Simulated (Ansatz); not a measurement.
According to PBEsol in the plane-wave PAW code Ansatz, P in the cubic phase (I4_132; P on 8a) relaxes to a = 6.025 Å. P has 3 nearest neighbours from 2.13 Å (trigonal planar).

Electronic character: metallic (no gap).

An equation-of-state fit gives a bulk modulus of 42.7 GPa. The relaxed-ion elastic constants in GPa are C11 = 44.2, C12 = 41.9, C44 = 8.6. The elastic constants imply a Debye temperature near 164 K. The highest mode at Γ lies at 471 cm^-1.

The start of the workflow was typed in or built on a structure type; neither database checked (COD, Materials Project) lists it. It is not the phase usual at ambient conditions (space group No. 64). Symmetry was held in the PBEsol relaxation. At this level the phase is dynamically unstable (imaginary phonons). The volume moved by 30 % from the start of the relaxation. As this level gives no gap, shear constants depend on the k-mesh and smearing (Fermi–Dirac, 0.1 eV here). As this level gives no gap, phonon frequencies hold no LO–TO term and depend on the k-mesh and smearing (Fermi–Dirac, 0.1 eV here). On the denser mesh and wider smearing of the elastic run this cell carries a stress of 0.4 GPa.

Potentials: the later of the program's two PAW sets.
